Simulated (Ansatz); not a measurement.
Si$_{2}$W:
```cif
data_Si6W3
_chemical_formula_sum 'Si6 W3'
_space_group_name_H-M_alt 'P6222'
_space_group_IT_number 180
_space_group_name_Hall 'P 62 2 (0 0 4)'
_cell_length_a 4.58087
_cell_length_b 4.58087
_cell_length_c 6.61026
_cell_angle_alpha 90.000
_cell_angle_beta 90.000
_cell_angle_gamma 120.000
loop_
_atom_site_label
_atom_site_type_symbol
_atom_site_symmetry_multiplicity
_atom_site_Wyckoff_symbol
_atom_site_fract_x
_atom_site_fract_y
_atom_site_fract_z
_atom_site_occupancy
Si1 Si 6 j 0.32715 0.16357 0.16667 1
W1 W 3 d 0.50000 0.00000 0.50000 1
```

Relaxed at zero pressure with r²SCAN (plane waves, PAW; program Ansatz).

Problem. The volume is lowered by 9 % and shape and atoms relax at that volume. What pressure results, and how do the axes share the change?

Solution. 27.6 GPa; a -3.2 %, b -3.2 %, c -2.8 %; the energy rises by 95 meV/atom.

Problem. Give the new structure.

Solution. 
Space group P6₂22 (No. 180); a = b = 4.4331 Å, c = 6.4230 Å, α = β = 90.00°, γ = 120.00°

| atom | site | symmetry | x | y | z |
|---|---|---|---|---|---|
| Si | 6j | ..2 | 0.3266 | 0.1633 | 0.1667 |
| W | 3d | 222 | 0.5000 | 0.0000 | 0.5000 |

The phase is kept; no other phase was compared at this pressure.

Space group P6_222. The first step of the workflow began from a Materials Project structure, measured or hypothetical; the Crystallography Open Database copy checked does not list it. It is not the phase usual at ambient conditions (space group No. 139). The r²SCAN relaxation kept the symmetry of its start; phonons on a q-mesh show no instability. No spin polarisation was allowed. Spin–orbit coupling is left out wherever it is not named.

Potentials: the earlier of the program's two PAW sets.
